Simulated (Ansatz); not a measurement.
W2N:
```xyz
3
Lattice="2.7977 0.0000 0.0000 -1.3988 2.4228 0.0000 0.0000 0.0000 5.3194" Properties=species:S:1:pos:R:3 pbc="T T T"
N      0.0000     0.0000     0.0000
W      0.0000     1.6152     1.4306
W      1.3988     0.8076     3.8888
```

Relaxed with PBEsol. Special points in fractions of this cell's reciprocal vectors: Γ (0.000, 0.000, 0.000); M (0.500, 0.000, 0.000); K (0.333, 0.333, 0.000); A (0.000, 0.000, 0.500); L (0.500, 0.000, 0.500); H (0.333, 0.333, 0.500).

Question: List the band energies nearest the Fermi level at these points for the program Ansatz at the PBEsol level (PAW).

Answer: In eV from the Fermi level; about four levels below and three above (degenerate sets whole), none deeper than 8.9 eV; points with the same levels are listed once.

| k | below | above |
|---|---|---|
| Γ | -1.34 -1.34 -0.02 -0.02 | 0.78 0.78 5.00 5.00 |
| M | -5.76 -3.44 -2.08 -1.27 | 2.38 2.42 3.44 |
| K | -3.31 -3.31 -0.07 -0.07 | 0.40 2.20 3.25 3.25 |
| A | -3.64 -1.65 -1.65 -0.67 | 0.83 0.83 1.89 1.89 |
| L | -3.32 -2.66 -1.96 -0.08 | 2.77 4.14 4.43 |
| H | -3.79 -2.77 -2.77 -0.51 | 1.07 1.07 2.46 2.46 |

Space group P-3m1 (anti-CdI2 type). The cell is a constructed one: a structure type filled with these elements; neither database checked (COD, Materials Project) lists it. Its standing as an ambient phase is unchecked. Symmetry was held in the PBEsol relaxation; its stability against distortions is not shown here. The run is not spin-polarised. With an odd number of electrons in the cell and no spin polarisation, the count alone makes it a metal. Scalar-relativistic: spin–orbit coupling is off unless named, which matters more the heavier the elements.

Potentials: the earlier of the program's two PAW sets. The files were generated under PBE; for other functionals the program regenerates the frozen cores, and for LDA and PBEsol the local potential too.
